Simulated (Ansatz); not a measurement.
**Band table of LuP (CsCl type)**

```
Lu P
1.0
     2.44295    0.00000    0.00000
     0.00000    2.44295    0.00000
     0.00000    0.00000    2.44295
Lu P
1 1
Direct
  0.00000 0.00000 0.00000
  0.50000 0.50000 0.50000
```

The cell comes from a relaxation on PAW files under the same functional, begun from a prototype that needn't be the stable phase.

All numbers are LDA results (scalar-relativistic) from Ansatz 0.2.0, with a Γ-centred 12×12×12 k mesh, Fermi–Dirac smearing of 0.1 eV, no spin polarisation. Methods: LAPW: all electrons, basis error target 1 meV/atom.

This run: volume at 0.4 of the series' base cell.

Spin–orbit coupling is left out, which matters for the heavy atoms.

Path points, in fractions of the reciprocal vectors: Γ (0.000, 0.000, 0.000), X (0.000, 0.500, 0.000), M (0.500, 0.500, 0.000), R (0.500, 0.500, 0.500). The distance column jumps between branches of the path. Levels in eV from the Fermi level; bands 17 to 32, counted from the lowest band of the run. The gap is zero, the pressure 550.8 GPa.

```
# k(1/Å) point b17 b18 b19 b20 b21 b22 b23 b24 b25 b26 b27 b28 b29 b30 b31 b32
0.000 Γ -26.25 -17.23 -7.14 -7.14 -5.51 -5.51 -5.51 -5.39 -5.39 -5.39 -5.20 5.10 5.10 5.10 7.53 7.53
0.161 - -26.22 -16.93 -7.10 -6.91 -5.50 -5.50 -5.47 -5.41 -5.38 -5.38 -5.21 4.28 4.28 4.90 7.62 8.25
0.321 - -26.14 -16.18 -6.98 -6.29 -5.49 -5.49 -5.47 -5.37 -5.37 -5.36 -5.24 2.82 2.82 4.51 7.89 9.43
0.482 - -26.02 -15.24 -6.82 -5.75 -5.46 -5.46 -5.41 -5.34 -5.34 -5.28 -5.15 1.32 1.32 4.37 8.33 10.52
0.643 - -25.87 -14.25 -6.66 -6.00 -5.44 -5.44 -5.32 -5.28 -5.28 -4.93 -4.79 -0.08 -0.08 5.02 8.54 8.90
0.804 - -25.72 -13.24 -6.55 -6.53 -5.42 -5.42 -5.36 -5.20 -5.20 -4.74 -4.30 -1.28 -1.28 6.66 6.76 9.57
0.964 - -25.59 -12.23 -7.32 -6.48 -5.41 -5.41 -5.40 -5.08 -5.08 -4.74 -3.75 -2.24 -2.24 5.27 9.10 10.25
1.125 - -25.50 -11.30 -8.18 -6.45 -5.42 -5.40 -5.40 -4.96 -4.96 -4.76 -3.27 -2.89 -2.89 4.23 10.80 11.96
1.286 X -25.47 -10.80 -8.67 -6.44 -5.43 -5.40 -5.40 -4.89 -4.89 -4.78 -3.14 -3.14 -3.07 3.84 11.03 14.21
1.447 - -25.44 -10.51 -9.01 -6.53 -5.46 -5.43 -5.38 -4.98 -4.93 -4.89 -3.03 -2.85 -2.78 4.40 9.68 13.17
1.607 - -25.37 -10.00 -9.75 -6.67 -5.55 -5.50 -5.35 -5.19 -4.98 -4.89 -2.73 -2.43 -2.04 5.88 7.61 11.90
1.768 - -25.25 -11.36 -8.78 -6.70 -5.65 -5.55 -5.30 -5.27 -5.02 -4.89 -2.27 -2.10 -1.02 5.65 7.83 10.81
1.929 - -25.11 -12.77 -7.81 -6.65 -5.75 -5.52 -5.28 -5.22 -5.03 -4.88 -1.83 -1.69 -0.10 3.93 9.65 10.32
2.090 - -24.97 -14.04 -7.05 -6.57 -5.83 -5.38 -5.27 -5.13 -4.94 -4.88 -1.59 -1.02 0.25 2.51 8.64 10.53
2.250 - -24.85 -15.05 -6.62 -6.50 -5.89 -5.26 -5.25 -5.04 -4.87 -4.50 -1.39 -0.33 -0.09 1.43 7.21 10.53
2.411 - -24.76 -15.69 -6.47 -6.45 -5.93 -5.23 -5.23 -4.98 -4.85 -3.78 -1.25 -0.78 0.26 0.75 6.18 10.32
2.572 M -24.73 -15.91 -6.43 -6.43 -5.94 -5.23 -5.23 -4.96 -4.84 -3.36 -1.20 -1.20 0.51 0.51 5.78 10.22
2.799 - -24.79 -15.47 -6.60 -6.39 -5.92 -5.24 -5.23 -4.99 -4.87 -4.08 -1.24 -0.51 0.29 0.72 6.57 10.34
3.027 - -24.96 -14.26 -7.29 -6.27 -5.84 -5.33 -5.30 -5.09 -4.94 -4.82 -1.41 -0.05 0.36 1.30 8.56 9.63
3.254 - -25.21 -12.69 -8.37 -6.10 -5.72 -5.56 -5.38 -5.21 -5.05 -4.87 -1.81 -0.12 0.51 2.22 8.05 9.35
3.481 - -25.51 -12.20 -8.36 -5.91 -5.70 -5.58 -5.49 -5.31 -5.15 -4.71 -2.61 -0.37 0.21 3.38 7.22 7.75
3.709 - -25.79 -13.50 -7.12 -5.76 -5.76 -5.62 -5.44 -5.40 -5.24 -4.67 -3.80 -0.82 0.99 4.71 5.93 8.55
3.936 - -26.03 -15.19 -6.69 -6.05 -5.65 -5.56 -5.46 -5.37 -5.26 -5.11 -4.93 0.79 2.22 5.35 6.04 9.24
4.163 - -26.19 -16.63 -6.97 -6.78 -5.50 -5.50 -5.49 -5.40 -5.38 -5.35 -5.22 3.38 3.83 5.14 7.11 8.58
4.391 Γ -26.25 -17.23 -7.14 -7.14 -5.51 -5.51 -5.51 -5.39 -5.39 -5.39 -5.20 5.10 5.10 5.10 7.53 7.53
4.669 - -26.46 -16.34 -6.76 -6.76 -5.49 -5.49 -5.49 -5.46 -5.30 -5.30 -5.23 2.68 4.17 4.17 7.98 7.98
4.947 - -27.00 -14.27 -6.25 -6.25 -5.71 -5.57 -5.57 -5.43 -5.30 -4.58 -4.58 -0.09 2.20 2.20 9.01 9.01
5.226 - -27.68 -12.19 -6.53 -6.53 -5.98 -5.55 -5.55 -5.42 -5.36 -3.73 -3.73 -1.70 1.07 1.07 10.58 10.58
5.504 - -28.33 -11.66 -7.67 -7.67 -5.78 -5.46 -5.46 -5.44 -5.26 -4.15 -4.15 -1.38 2.59 2.59 8.31 12.74
5.783 - -28.87 -12.33 -9.35 -9.35 -6.05 -5.38 -5.38 -5.19 -5.18 -4.65 -4.65 0.56 4.67 5.37 5.37 15.33
6.061 - -29.24 -12.82 -10.90 -10.90 -6.83 -5.32 -5.32 -5.20 -5.10 -4.90 -4.90 -0.59 6.61 8.38 8.38 17.56
6.340 - -29.45 -12.65 -11.94 -11.94 -8.20 -5.30 -5.30 -5.27 -5.06 -5.01 -5.01 -2.08 10.53 11.18 11.18 18.20
6.618 R -29.52 -12.30 -12.30 -12.30 -9.11 -5.30 -5.30 -5.30 -5.04 -5.04 -5.04 -2.50 12.64 12.64 12.64 17.72
6.845 - -29.40 -12.64 -12.14 -11.89 -8.47 -5.30 -5.30 -5.28 -5.05 -5.03 -5.02 -2.23 10.98 11.40 12.03 17.80
7.073 - -29.04 -13.07 -11.67 -10.75 -7.32 -5.31 -5.29 -5.24 -5.06 -5.00 -4.92 -1.29 7.65 8.93 10.48 17.46
7.300 - -28.48 -13.10 -10.91 -9.15 -6.45 -5.34 -5.28 -5.21 -5.07 -4.95 -4.73 0.49 4.23 6.19 8.49 16.71
7.527 - -27.76 -12.64 -9.88 -7.70 -6.00 -5.38 -5.27 -5.24 -5.07 -4.85 -4.53 1.87 2.53 3.47 6.79 14.20
7.755 - -26.97 -11.72 -8.67 -7.41 -5.77 -5.42 -5.41 -5.24 -5.06 -4.77 -4.67 0.99 2.20 2.22 7.93 10.58
7.982 - -26.22 -10.50 -8.76 -7.49 -5.64 -5.48 -5.43 -5.20 -5.02 -4.89 -4.29 -1.08 0.10 4.96 7.38 11.19
8.209 - -25.67 -10.22 -9.26 -6.68 -5.50 -5.42 -5.41 -5.06 -4.95 -4.89 -3.60 -2.51 -1.99 4.89 8.53 14.04
8.437 X -25.47 -10.80 -8.67 -6.44 -5.43 -5.40 -5.40 -4.89 -4.89 -4.78 -3.14 -3.14 -3.07 3.84 11.03 14.21
10.255 R -29.52 -12.30 -12.30 -12.30 -9.11 -5.30 -5.30 -5.30 -5.04 -5.04 -5.04 -2.50 12.64 12.64 12.64 17.72
10.416 - -29.37 -12.61 -12.09 -12.09 -8.77 -5.30 -5.30 -5.29 -5.04 -5.03 -5.03 -2.37 11.43 12.32 12.32 17.67
10.577 - -28.94 -13.28 -11.49 -11.49 -8.05 -5.29 -5.29 -5.27 -5.03 -5.02 -5.02 -1.95 8.89 11.43 11.43 17.55
10.738 - -28.26 -14.00 -10.56 -10.56 -7.32 -5.29 -5.29 -5.23 -5.01 -4.97 -4.97 -1.19 6.03 10.05 10.05 17.37
10.898 - -27.41 -14.66 -9.37 -9.37 -6.74 -5.27 -5.27 -5.19 -5.00 -4.86 -4.86 -0.05 3.22 8.30 8.30 17.17
11.059 - -26.48 -15.19 -8.10 -8.10 -6.35 -5.25 -5.25 -5.12 -4.98 -4.57 -4.57 0.68 1.43 6.28 6.28 15.89
11.220 - -25.60 -15.59 -7.08 -7.08 -6.11 -5.24 -5.24 -5.04 -4.97 -3.82 -3.82 -1.39 3.13 4.13 4.13 13.45
11.381 - -24.97 -15.83 -6.56 -6.56 -5.98 -5.23 -5.23 -4.96 -4.92 -2.81 -2.44 -2.44 1.98 1.98 4.84 11.30
11.541 M -24.73 -15.91 -6.43 -6.43 -5.94 -5.23 -5.23 -4.96 -4.84 -3.36 -1.20 -1.20 0.51 0.51 5.78 10.22
```
